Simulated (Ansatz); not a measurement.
CsSnBr3:
```
CsSnBr3
1.0
    5.88711     0.00000     0.00000
    0.00000     5.88711     0.00000
    0.00000     0.00000     5.88711
Cs Sn Br
1 1 3
Cartesian
  0.00000   0.00000   0.00000
  2.94356   2.94356   2.94356
  0.00000   2.94356   2.94356
  2.94356   2.94356   0.00000
  2.94356   0.00000   2.94356
```

Relaxed with PBE. Special points in fractions of this cell's reciprocal vectors: Γ (0.000, 0.000, 0.000); X (0.000, 0.500, 0.000); M (0.500, 0.500, 0.000); R (0.500, 0.500, 0.500).

Problem. List the band energies nearest the valence-band maximum at these points for PBE (plane waves, PAW; program Ansatz).

Solution. In eV from the valence-band maximum; about four levels below and three above (degenerate sets whole), none deeper than 8.9 eV; points with the same levels are listed once.

| k | below | above |
|---|---|---|
| Γ | -2.81 -2.81 -2.81 -2.69 -2.69 -2.69 | 2.39 3.47 3.47 |
| X | -2.94 -2.80 -2.80 -1.89 | 1.57 3.79 4.37 4.37 |
| M | -3.05 -3.05 -2.35 -0.92 | 1.14 1.14 3.97 |
| R | -2.34 -2.34 -2.34 0.00 | 0.63 0.63 0.63 |

Space group Pm-3m (cubic perovskite). Symmetry was held in the PBE relaxation. The volume moved by 18 % from the start of the relaxation. Spin–orbit coupling is left out wherever it is not named.

Potentials: the later of the program's two PAW sets.
